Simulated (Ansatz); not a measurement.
According to DFT-PBE+D3(BJ) in the program Ansatz with PAW potentials, MoSe in the hexagonal phase (P6_3/mcm; Mo on 6g, Se on 6g) relaxes to a = 8.752 Å, c = 4.424 Å. Against the elements it lies at -0.30 eV/atom, with no fitted shifts.

Electronic character: metallic (no gap). The magnetic state found is non-magnetic (starting moments vanished).

The start of the workflow was typed in or built on a structure type; neither database checked (COD, Materials Project) lists it. Whether it is the stable phase at ambient conditions was not checked. Symmetry was held in the PBE+D3(BJ) relaxation; whether a distortion lowers the energy is not shown. The workflow began spin-polarised and lost its moments. The references are the lowest solids computed at this level, not always the standard phases. Scalar-relativistic: spin–orbit coupling is off unless named, which matters more the heavier the elements.

Potentials: the later of the program's two PAW sets.
